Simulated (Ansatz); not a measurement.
A trial form of Mg₂TlO

All numbers below come from DFT PBE, scalar-relativistic, plane waves, PAW (Ansatz 0.2.0). Cutoff 420 eV, Gaussian smearing, Γ-centred meshes. In-plane cell and atoms relax first on a coarse mesh and then on a finer one. In metals the finer mesh still leaves noise of several meV/atom or more. The steps can't lower the symmetry of their start. No spin polarisation.

The cell of Mg₂TlO is invented: random sheet by layer group and Wyckoff sites. Lengths were set from tabulated atomic sizes, so they are only a guess.

This is a two-dimensional sheet: the third axis spans vacuum and isn't periodic.

```
CELL_PARAMETERS angstrom
6.08657 0.00000 0.00000
0.00000 6.08657 0.00000
0.00000 0.00000 14.00000
ATOMIC_POSITIONS crystal
Mg 0.50000 0.00000 0.50000
Mg 0.00000 0.50000 0.50000
Tl 0.50000 0.50000 0.50000
O 0.00000 0.00000 0.50000
```

The zero of energy is the elements' standard structures at the same level (O₂ as a molecule); no fitted shifts are applied.

Q: What does it relax into?

A: The symmetry stays p4/mmm (No. 61). The area per atom shrinks by 25.5 %, from 9.3 to 6.9 Å². The shortest distance goes from 3.04 Å (Mg–O and Mg–Tl) to 2.63 Å (Mg–O and Mg–Tl). The energy falls by about 0.34 eV/atom (the start's value is from the coarse mesh). The program sets the height of the box itself, so the height of the cell differs between start and end. In-plane cell: a = 5.254 Å, b = 5.254 Å, γ = 90.0°, thickness 0.00 Å between the outermost nuclei. Mg at height 0.00 Å has 2 Tl at 2.63 Å and 2 O at 2.63 Å; Tl at height 0.00 Å has 4 Mg at 2.63 Å; O at height 0.00 Å has 4 Mg at 2.63 Å.

```
Mg Tl O
1.0
     5.25432    0.00000    0.00000
     0.00000    5.25432    0.00000
     0.00000    0.00000   23.80000
Mg Tl O
2 1 1
Direct
  0.50000 0.00000 0.29412
  0.00000 0.50000 0.29412
  0.50000 0.50000 0.29412
  0.00000 0.00000 0.29412
```

Q: Give its energy and gap.

A: The energy over the elements is +0.30 eV/atom. The gap on the 10×10×1 mesh of the 4-atom cell is 0 eV (a metal).

The separate elements lie lower, so it is unstable against them.

The last run used Gaussian smearing of 0.10 eV. These runs have no spin–orbit coupling, which can matter for Tl. An odd number of electrons in the primitive cell allows no gap without spin; a larger cell or a magnetic state could open one. The cell is a metal run without spin; a magnetic state may lie lower. A structure relaxed within its symmetry needn't be a true minimum. In all, the 3 runs took 6.3 min on 1 thread of Intel(R) Xeon(R) Processor @ 2.50GHz (Skylake/Cascade Lake), with other jobs on the host.
